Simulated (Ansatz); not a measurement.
What DFT gives for ScB12

```
Sc B
1.0
     0.00000    3.68870    3.68870
     3.68870    0.00000    3.68870
     3.68870    3.68870    0.00000
Sc B
1 12
Direct
  0.00000 0.00000 0.00000
  0.83700 0.50000 0.50000
  0.83700 0.50000 0.16300
  0.50000 0.83700 0.16300
  0.50000 0.83700 0.50000
  0.16300 0.50000 0.50000
  0.50000 0.16300 0.50000
  0.50000 0.16300 0.83700
  0.16300 0.50000 0.83700
  0.16300 0.83700 0.50000
  0.50000 0.50000 0.83700
  0.50000 0.50000 0.16300
  0.83700 0.16300 0.50000
```

The numbers come from plane-wave PAW DFT (Ansatz): r2SCAN, no spin polarisation, 500 eV, 6×6×6 Γ-centred k points, gaussian occupations (width 0.0323 eV). Nothing was relaxed.

Task: Where is the largest force?

Result: The largest is on B11 (and as large on other atoms): 0.40 eV/Å, components (0.28, 0.28, 0.00). It makes 0° with the line to a nearest neighbour, B12 at 1.70 Å, pointing towards it.

Task: What happens at the Fermi level?

Result: It is a metal, with about 1 states/eV a cell as the mean within 0.25 eV of the Fermi level, mostly B p (65 %) and Sc d (31 %).

Task: Is the cell too large or too small?

Result: The pressure is 2.2 GPa (compression positive), so with the atoms held at these fractions the cell would first expand.

Task: Which element gives electrons and which takes them?

Result: Bader charges in e: Sc +1.77, B -0.15. In the mean Sc gives up most and B takes most.

Origin: a database entry at a rescaled volume.
